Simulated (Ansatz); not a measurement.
A distorted cell of SrTiO3 (cubic perovskite):

```
CELL_PARAMETERS angstrom
      4.01370     0.00000     0.00000
      0.00000     4.01370     0.00000
      0.00000     0.00000     4.01370
ATOMIC_POSITIONS crystal
  Sr 0.00000 0.00000 0.00000
  Ti 0.50000 0.50000 0.50000
  O  0.00000 0.50000 0.50000
  O  0.50000 0.50000 0.00000
  O  0.50000 0.00000 0.50000
```

Level of theory: PBE (plane waves to 420 eV, PAW, scalar-relativistic; Ansatz, a first-principles code). k mesh 8×8×8 (Γ-centred), Fermi-Dirac smearing 0.05 eV. The energy includes the smearing's −TS. Compression counts positive. SrTiO3 is run without spin polarisation. SrTiO3 was relaxed with its symmetry unable to fall. The PAW data are Ansatz's earlier set.

### Question
Give the stress tensor in GPa and the pressure.

### Answer
```
   -8.7      0.0      0.0
    0.0     -8.7      0.0
    0.0      0.0     -8.7
```
The pressure, a third of the trace, is -8.7 GPa.

### Question
It is the relaxed cell scaled evenly to V/V₀ = 1.060, atoms relaxed where free. What is its energy relative to the relaxed cell?

### Answer
21.0 meV/atom.

(Under strain, the slope of the energy per volume gives the stress and its curvature an elastic modulus.)
